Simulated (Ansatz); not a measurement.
A geometry of P away from equilibrium: step 2 of the relaxation of a relaxed P cell displaced along its unstable phonon at q = (½, ½, ½) of its primitive reciprocal cell (112i cm⁻¹), largest move 0.15 Å. Method: PBEsol (plane waves to 420 eV, PAW, scalar-relativistic; Ansatz, an electronic-structure program). Γ-centred k-mesh 13×13×13 on the run's cell (coarser than for final values), Fermi–Dirac smearing 0.05 eV. The plane waves were selected for a different cell earlier on the path.

```
CELL_PARAMETERS angstrom
      4.89213     0.00000     0.00000
      2.44607     2.44607     0.00000
      2.44607     0.00000     2.43322
ATOMIC_POSITIONS crystal
  P  0.02546 0.00000 0.94909
  P  0.47454 0.00000 0.05091
```

Problem. What forces act on the atoms (eV/Å)?

Solution. 
```csv
atom,Fx,Fy,Fz
P1,0.00,0.00,0.65
P2,0.00,0.00,-0.65
```

The path ends in I4/mmm (No. 139). No spin polarisation in the result.

The run could not lose the symmetry of its start, so the end can be a saddle point.

Of the parent cell (Pm-3m (No. 221)): The relaxed structure has the type that P is known to take under pressure; here it was relaxed at zero pressure, from a generated start.

The end of the path is a generated cell of P: the first start was made by placing the elements on the sites of a structure type, and the end was not matched to a known phase here, so it may be hypothetical. Known forms of P include space group No. 64.
